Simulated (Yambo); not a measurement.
```
NbNO
1.0
    5.02537     0.00000     0.00000
    0.00000     5.08413     0.00000
   -0.87608     0.00000     5.17090
N O Nb
4 4 4
Direct
  0.44440   0.74517   0.97551
  0.55560   0.25483   0.02449
  0.55560   0.24517   0.52449
  0.44440   0.75483   0.47551
  0.06148   0.32315   0.34953
  0.93852   0.67685   0.65047
  0.93852   0.82315   0.15047
  0.06148   0.17685   0.84953
  0.29262   0.45248   0.71957
  0.70738   0.54752   0.28043
  0.70738   0.95248   0.78043
  0.29262   0.04752   0.21957
```

NbNO (space group P2_1/c, No. 14): mean Im ε in 1 eV windows above the direct gap of 2.32 eV, for different electron-hole kernels (Yambo, broadening 0.15 eV, PBEsol (pw.x of Quantum ESPRESSO, ONCV potentials, without SOC) bands; 4×4×4 mesh, 16 valence and 14 conduction bands, static screening with 97 bands and a 3 Ry block, scissor 0.63 eV, Tamm-Dancoff; field along x).

```csv
window (eV),independent quasiparticles,RPA (no attraction),BSE
2.3 to 3.3,3.6,3.1,5.6
3.3 to 4.3,9.3,8.0,11
4.3 to 5.3,8.9,8.2,8.2
5.3 to 6.3,8.5,8.3,7.3
```

This run doesn't resolve bound excitons or single peaks, so only averages are given, and they too depend on the mesh; weight that the attraction moves below the gap isn't listed. All transitions below 6.51 eV are in the band window. The scissor comes from a G0W0 run whose convergence isn't established.

Spin-orbit splittings are left out.

Geometry of the Materials Project entry, not relaxed at this level.
